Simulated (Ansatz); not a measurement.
An Ansatz (an electronic-structure program) run. Input:

Ansatz 0.2 input:
```yaml
crystal:
  lattice:
    - [3.9650740141, 2.2892365494, 3.3522301739]
    - [-3.9650740141, 2.2892365494, 3.3522301739]
    - [0.0, -4.5784730988, 3.3522301739]
  atoms:
    - { symbol: Cs, position: [0.0014725423, 0.0014725423, 0.0014725423] }
    - { symbol: Ge, position: [0.4767416412, 0.4767416412, 0.4767416412] }
    - { symbol: Br, position: [0.0292649525, 0.505245432, 0.505245432] }
    - { symbol: Br, position: [0.505245432, 0.0292649525, 0.505245432] }
    - { symbol: Br, position: [0.505245432, 0.505245432, 0.0292649525] }
kpoints:
  mp_grid: { grid: [5, 5, 5] }
hamiltonian:
  xc: r2scan
  pseudopotentials: { kind: paw }
scf:
  occupations: { method: fixed }
checkpoint: { read: static.run }
output: { write_density: true, elf: true, volumetric_format: npy }
basis: { fft_grid_basis: typed }
```

Output (shortened):

```
Pseudopotentials: kind: paw
Pseudopotential: Cs, paw, valence charge 9
Pseudopotential: Ge, paw, valence charge 14
Pseudopotential: Br, paw, valence charge 7
Functional definition: r2SCAN
Crystal: 5 atoms, lattice volume = 182.569 Å³
Basis set: ecut = 500 eV, 4657 PW (Γ), exchange–correlation on 180×180×180 points (64 copies of the dense FFT grid, shifted against one another)
Bands: 27, of which v1, the nominal top of the filled ones, is band 22 counted from 1 (21 counted from 0)
Symmetry: 6 space group operations
Space group: R3m (ITA 160), of the structure as read, at distance tolerance 5.7e-5 Å
k-points: 19 of 125 (time reversal used)
PAW frozen core: Cs, regenerated for the run's functional
PAW frozen core: Ge, regenerated for the run's functional
PAW frozen core: Br, regenerated for the run's functional
Initial density: read from a saved state, or passed on in memory by an earlier SCF of this step, an earlier step, the calling program or the single point that …
Stability of the state it starts from, as read at its close in the unpolarized treatment …
Initial wavefunctions: pseudopotential atomic-orbital guess
Eigensolver: davidson
Functional: x = r2scan, c = r2scan; τ floored in thin density (d = 2e-4 eV/Å³)
iter 1 solved again at ethr=1.36e-7 eV; its pass at ethr=3.10e-3 eV (dr2=6.00e-5 eV) is discarded
SCF iter   1: F=—  HF=-18373.623700 eV  |F-HF|=—  |Δ(HF+E_count)|=         —  Δρ=5.60e-7  dr2=5.79e-10  dr2_τ=5.74e-11  ethr=1.36e-7  ⟨swp⟩=3.4  Hψ=3703  notcnv=0  defer=56
all-band conjugate gradients solve this SCF's bands
preconditioner: auto → Resta (q_TF=auto, 2.152 Å⁻¹)
SCF iter   2: F=-18373.623700 eV  HF=-18373.623700 eV  |F-HF|=1.96e-10  |Δ(HF+E_count)|=   1.34e-7  Δρ=3.19e-7  dr2=1.74e-10  dr2_τ=5.50e-11  ethr=1.32e-12  ⟨swp⟩=13.2  Hψ=3397  notcnv=0
SCF 1 converged in 2 iterations: F = -18373.623700 eV  dr2 = 1.74e-10
SCF converged after 2 iterations
Free energy (F): -18373.623700 eV
Harris-Foulkes:  -18373.623700 eV  (|F-HF|=1.96e-10)
Internal energy: -18373.623700 eV  (E = F + TS)
E sigma→0 (E₀):  -18373.623700 eV
Fermi energy:    3.213003 eV
--- Per-component energies (eV) ---
  E_band       = -350.024021
  E_kinetic    = 651.999847
  E_local      = -4116.615069  (includes V_loc(G=0)·N_el)
  E_nonlocal   = 653.452121
  E_hartree    = 1673.622136
  E_xc         = -983.362950
  E_vxc        = -548.805917  (∫ρ·V_xc dr)
  E_paw        = -13931.767799  (= ΣΔE_a)
  E_vpaw       = -365.522153  (= ΣTr[D̂ρ^β])
  E_aug_tail   = 0.000015  (compensation charges beyond the density's cutoff)
  E_vtau       = 28.222788  (kinetic-family band-sum trace: ∫τ·v_τ [+ j·A + Jᵃ·Aᵃ] dr)
  E_ewald      = -2319.441534
  E_core_change = -1.510468  (= ΣΔE_core)
  E_smearing   =  0.000000  (= −TS)
  E_closure    =  0.000000  (closes the sum)
  Σ components = -18373.623700   (vs F -18373.623700, Δ=0.00e0)
  [band-id]    e_kinetic+e_local+e_nonlocal+2·e_hartree+e_vxc+e_vpaw+e_augmentation_tail+e_vtau = -350.024095   (vs E_band -350.024021, Δ=-7.38e-5)
--- Band table (eV; the first three rows and the last of 19) ---
  k-point 0: bands = ["-21.8100", "-21.8100", "-21.7814", "-21.7814", "-21.7660", "-18.3581", "-12.2092", "-11.4742", "-11.4742", "-4.8273", "-4.8273", "-4.8262", "-3.7126", "-1.2313", "-1.2313", "-0.5729", "1.0794", "1.0794", "1.2394", "1.3698", "1.3698", "1.4236", "7.3232", "8.0286", "8.0286", "8.3120", "8.6804"]
  k-point 1: bands = ["-21.8100", "-21.8098", "-21.7814", "-21.7813", "-21.7661", "-18.3573", "-12.1674", "-11.5228", "-11.4731", "-4.8218", "-4.8196", "-4.8127", "-3.9570", "-1.2012", "-1.1592", "-0.1387", "0.9898", "1.0401", "1.1995", "1.2075", "1.3228", "1.5246", "7.7516", "8.0872", "8.3238", "8.3539", "8.5996"]
  k-point 2: bands = ["-21.8100", "-21.8094", "-21.7814", "-21.7812", "-21.7661", "-18.3560", "-12.0818", "-11.6196", "-11.4714", "-4.8085", "-4.8070", "-4.7984", "-4.2579", "-1.1491", "-1.0716", "0.2966", "0.8532", "1.0033", "1.0965", "1.1276", "1.2510", "1.9486", "6.5383", "8.5952", "8.7602", "8.9852", "9.1065"]
  k-point 18: bands = ["-21.8091", "-21.8091", "-21.7811", "-21.7811", "-21.7661", "-18.3529", "-11.8710", "-11.6371", "-11.6219", "-5.3278", "-4.8702", "-4.8696", "-4.8526", "-0.0393", "0.1524", "0.2266", "0.4833", "0.5157", "1.5821", "1.6207", "1.6781", "3.2130", "5.7472", "5.8835", "6.0607", "9.0290", "9.3352"]
  band table: 27 of 27 bands, residual norms ≤ 1.0e-3 eV
```

Cost: about 19 core-seconds (a rough figure) on shared cores.

The workflow started from a Materials Project entry (that database holds measured and hypothetical structures alike); the Crystallography Open Database copy checked does not list it. Whether it is the stable phase at ambient conditions was not checked. The cell was relaxed with r²SCAN under the symmetry of its start; whether a distortion lowers the energy is not shown. Scalar-relativistic: spin–orbit coupling is off unless named, which matters more the heavier the elements.

Potentials: the later of the program's two PAW sets.

Ansatz is a plane-wave DFT program.
